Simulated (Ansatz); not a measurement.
**Sc under strains and displacements**

Theory: DFT PBEsol, scalar-relativistic, plane waves, PAW in Ansatz.

Plane waves to 420 eV, a k mesh through Γ of 14×14×8 on the computed 2-atom cell and Gaussian smearing (0.10 eV); no spin polarisation.

Reference cell:

```
Sc
1.0
     3.30880    0.00000    0.00000
    -1.65440    2.86550    0.00000
     0.00000    0.00000    5.26800
Sc
2
Direct
  0.33333 0.66667 0.25000
  0.66667 0.33333 0.75000
```

Each variant moves atoms of this cell by the vectors given, if any (Å), and then applies a symmetric strain (tensor components, Cartesian axes). The reference cell isn't relaxed at this level. Energies are per atom at zero smearing, counted from the lowest variant. Pressure is positive in compression.

1. strain (xx yy zz yz xz xy, %) -3.09 -0.92 0.73 0.16 0.73 0.51; moves: Sc1 (0.048, 0.091, -0.109); Sc2 (-0.048, -0.091, 0.109)
2. strain (xx yy zz yz xz xy, %) -3.81 -5.02 -2.34 -1.86 1.57 -3.00; moves: Sc1 (0.014, -0.090, -0.040); Sc2 (-0.014, 0.090, 0.040)
3. strain (xx yy zz yz xz xy, %) -1.45 -1.58 -0.36 -1.32 -0.42 -3.00; moves: Sc1 (0.058, 0.064, -0.050); Sc2 (-0.058, -0.064, 0.050)

Question: Order the variants by energy, lowest first.

Answer: 3 (0.0 meV/atom), 2 (24.7 meV/atom), 1 (36.1 meV/atom).

Question: Order them by pressure, highest first.

Answer: 2 (4.08 GPa), 1 (-0.32 GPa), 3 (-0.78 GPa).